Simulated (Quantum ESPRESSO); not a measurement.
Nb4SnHf2Ta, input and log of a self-consistent run

A calculation, not a measurement. The program is pw.x of Quantum ESPRESSO 7.5 (plane-wave density functional theory). The cell is made up: eight metal atoms on a hexagonal close-packed lattice, with elements, volume, strain and displacements drawn at random and not relaxed, so it may be unstable or far from any real phase. PseudoDojo standard norm-conserving files set the functional (PBE unless stated); there is no spin polarisation or spin-orbit coupling, the Fermi-Dirac width of 0.25 eV means electrons at about 2900 K, and the masses in the input are unused placeholders. The tin pseudopotential is less sure than most, with forces differing by about three percent from a second method on plain tin. Heavy elements are run without spin-orbit coupling, which real alloys of them have. A spin test at this wide smearing found no moment, but such smearing suppresses magnetism that the real alloy may have.

Input:

```
&control calculation='scf', pseudo_dir='./dojo.nc.sr.pbe.v0_5.standard.upf', outdir='./o', disk_io='medium', tprnfor=.true., tstress=.true. /
&system ibrav=0, nat=8, ntyp=4, nbnd=69, ecutwfc=82.02448710, nosym=.true., tot_charge=0,
 occupations='smearing', smearing='fd', degauss=0.0183746611
/
&electrons conv_thr=1.470e-08, electron_maxstep=70, mixing_beta=0.5 /
ATOMIC_SPECIES
Hf 1.0 Hf.upf
Nb 1.0 Nb.upf
Sn 1.0 Sn.upf
Ta 1.0 Ta.upf
CELL_PARAMETERS angstrom
0.0838 -0.009 4.7546
6.0459 -0.025 0.1071
-3.0445 5.2644 -0.0635
ATOMIC_POSITIONS angstrom
Nb 0.0612 0.0317 0.0288
Sn -1.5213 2.6406 -0.0931
Hf 2.9353 0.0762 0.2325
Ta 1.571 2.6316 0.0572
Hf -0.1142 1.9422 2.3578
Nb -1.2495 4.4683 2.0336
Nb 2.9463 1.7631 2.3341
Nb 1.5578 4.2863 2.4751
K_POINTS automatic
5 5 5 1 1 1
```

The log is shortened where brackets say so; the opening notice, blank lines, dates and the lines on written files are dropped, and the path of the files is cut. It prints rydbergs, bohrs and kilobars, and counts compression as positive stress. Its total energy is the free energy E - TS of the whole cell.

```
     Program PWSCF v.7.5
     Parallel version (MPI & OpenMP), running on       1 processor cores
     Number of MPI processes:                 1
     Threads/MPI process:                     1
     [start-up lines left out]
     bravais-lattice index     =            0
     lattice parameter (alat)  =       8.9863  a.u.
     unit-cell volume          =    1018.4590 (a.u.)^3
     number of atoms/cell      =            8
     number of atomic types    =            4
     number of electrons       =       103.00
     number of Kohn-Sham states=           69
     kinetic-energy cutoff     =      82.0245  Ry
     charge density cutoff     =     328.0979  Ry
     scf convergence threshold =      1.5E-08
     mixing beta               =       0.5000
     number of iterations used =            8  plain     mixing
     Exchange-correlation= PBE
                           (   1   4   3   4   0   0   0)
     [axes and pseudopotential details left out]
   Cartesian axes
     site n.     atom                  positions (alat units)
         1        Nb     tau(   1) = (   0.0128697   0.0066662   0.0060563  )
         2        Sn     tau(   2) = (  -0.3199136   0.5552907  -0.0195780  )
         3        Hf     tau(   3) = (   0.6172631   0.0160241   0.0488923  )
         4        Ta     tau(   4) = (   0.3303650   0.5533981   0.0120286  )
         5        Hf     tau(   5) = (  -0.0240151   0.4084245   0.4958208  )
         6        Nb     tau(   6) = (  -0.2627569   0.9396370   0.4276449  )
         7        Nb     tau(   7) = (   0.6195762   0.3707616   0.4908370  )
         8        Nb     tau(   8) = (   0.3275891   0.9013643   0.5204878  )
     number of k points=    63  Fermi-Dirac smearing, width (Ry)=  0.0184
                       cart. coord. in units 2pi/alat
        k(    1) = (   0.0774657   0.1363232   0.0989084), wk =   0.0320000
        k(    2) = (   0.0782087   0.3174174   0.0992381), wk =   0.0320000
     [further k points left out]
     Dense  grid:   102143 G-vectors     FFT dimensions: (  54,  72,  72)
     Estimated max dynamical RAM per process >     189.59 MB
     Initial potential from superposition of free atoms
     starting charge     102.9846, renormalised to     103.0000
     Starting wfcs are   79 randomized atomic wfcs
     total cpu time spent up to now is       32.9 secs
     per-process dynamical memory:   101.9 Mb
     Self-consistent Calculation
     iteration #  1     ecut=    82.02 Ry     beta= 0.50
     Davidson diagonalization with overlap
     ethr =  1.00E-02,  avg # of iterations =  2.3
     total cpu time spent up to now is      110.3 secs
     total energy              =   -1010.95066672 Ry
     estimated scf accuracy    <       1.38498719 Ry
     iteration #  2     ecut=    82.02 Ry     beta= 0.50
     Davidson diagonalization with overlap
     ethr =  1.34E-03,  avg # of iterations =  5.0
     total cpu time spent up to now is      206.7 secs
     total energy              =   -1010.58487287 Ry
     estimated scf accuracy    <       8.94590672 Ry
     iteration #  3     ecut=    82.02 Ry     beta= 0.50
     Davidson diagonalization with overlap
     ethr =  1.34E-03,  avg # of iterations =  2.9
     total cpu time spent up to now is      288.7 secs
     total energy              =   -1011.46245834 Ry
     estimated scf accuracy    <       1.17593685 Ry
     iteration #  4     ecut=    82.02 Ry     beta= 0.50
     Davidson diagonalization with overlap
     ethr =  1.14E-03,  avg # of iterations =  1.9
     total cpu time spent up to now is      366.0 secs
     total energy              =   -1011.57260905 Ry
     estimated scf accuracy    <       0.12926500 Ry
     iteration #  5     ecut=    82.02 Ry     beta= 0.50
     Davidson diagonalization with overlap
     ethr =  1.26E-04,  avg # of iterations =  5.5
     total cpu time spent up to now is      465.4 secs
     total energy              =   -1011.58851330 Ry
     estimated scf accuracy    <       0.07735671 Ry
     [iterations 6 to 13 left out]
     iteration # 14     ecut=    82.02 Ry     beta= 0.50
     Davidson diagonalization with overlap
     ethr =  6.85E-08,  avg # of iterations =  1.0
     total cpu time spent up to now is     1174.0 secs
     total energy              =   -1011.59996419 Ry
     estimated scf accuracy    <       0.00000153 Ry
     iteration # 15     ecut=    82.02 Ry     beta= 0.50
     Davidson diagonalization with overlap
     ethr =  1.49E-09,  avg # of iterations =  4.5
     total cpu time spent up to now is     1255.9 secs
     total energy              =   -1011.59996450 Ry
     estimated scf accuracy    <       0.00000051 Ry
     iteration # 16     ecut=    82.02 Ry     beta= 0.50
     Davidson diagonalization with overlap
     ethr =  4.96E-10,  avg # of iterations =  2.1
     total cpu time spent up to now is     1322.8 secs
     total energy              =   -1011.59996457 Ry
     estimated scf accuracy    <       0.00000008 Ry
     iteration # 17     ecut=    82.02 Ry     beta= 0.50
     Davidson diagonalization with overlap
     ethr =  8.05E-11,  avg # of iterations =  2.6
     total cpu time spent up to now is     1399.4 secs
     total energy              =   -1011.59996459 Ry
     estimated scf accuracy    <       0.00000002 Ry
     iteration # 18     ecut=    82.02 Ry     beta= 0.50
     Davidson diagonalization with overlap
     ethr =  1.72E-11,  avg # of iterations =  2.6
     total cpu time spent up to now is     1472.6 secs
     End of self-consistent calculation
     [lines on levels left out]
!    total energy              =   -1011.59996459 Ry
     estimated scf accuracy    <          2.6E-09 Ry
     smearing contrib. (-TS)   =      -0.13405208 Ry
     internal energy E=F+TS    =   -1011.46591251 Ry
     The total energy is F=E-TS. E is the sum of the following terms:
     one-electron contribution =    -156.18071810 Ry
     hartree contribution      =     136.14787183 Ry
     xc contribution           =    -235.86660086 Ry
     ewald contribution        =    -755.56646538 Ry
     convergence has been achieved in  18 iterations
     Forces acting on atoms (cartesian axes, Ry/au):
     atom    1 type  2   force =    -0.03044476    0.00086474   -0.02332287
     atom    2 type  3   force =    -0.02328465    0.01162952   -0.01238633
     atom    3 type  1   force =     0.11033049   -0.00205394   -0.17922557
     atom    4 type  4   force =    -0.02668722    0.02935108   -0.01457508
     atom    5 type  1   force =     0.05049555   -0.08558068   -0.01746199
     atom    6 type  2   force =    -0.11600989   -0.01468768    0.16002261
     atom    7 type  2   force =    -0.00093435    0.03779827    0.08039763
     atom    8 type  2   force =     0.03653483    0.02267869    0.00655160
     Total force =     0.328074     Total SCF correction =     0.000157
     Computing stress (Cartesian axis) and pressure
          total   stress  (Ry/bohr**3)                   (kbar)     P=      134.28
   0.00070238  -0.00004238  -0.00019719          103.32       -6.23      -29.01
  -0.00004238   0.00068519  -0.00000460           -6.23      100.80       -0.68
  -0.00019719  -0.00000460   0.00135092          -29.01       -0.68      198.73
     init_run     :     27.06s CPU     32.76s WALL (       1 calls)
     electrons    :   1383.99s CPU   1439.70s WALL (       1 calls)
     forces       :     11.63s CPU     11.76s WALL (       1 calls)
     stress       :     42.21s CPU     42.46s WALL (       1 calls)
     [timing details left out]
     PWSCF        :  24m25.27s CPU  25m31.26s WALL
     JOB DONE.
```

In other units: free energy -13763.519 eV for the cell, pressure 13.43 GPa, largest force component 4.608 eV/Å in size. The run took 1532 s of wall time with one process on a shared machine (AMD EPYC, Zen 5, virtual cores), so the time is rough. A rerun of this cell at a higher cutoff and on a denser mesh moved values by no more than 0.003 eV in energy, 0.05 GPa in stress and 0.007 eV/Å in force, and a second program with other atomic files agreed on that cell to 2 % rms in force and 0.5 GPa in pressure.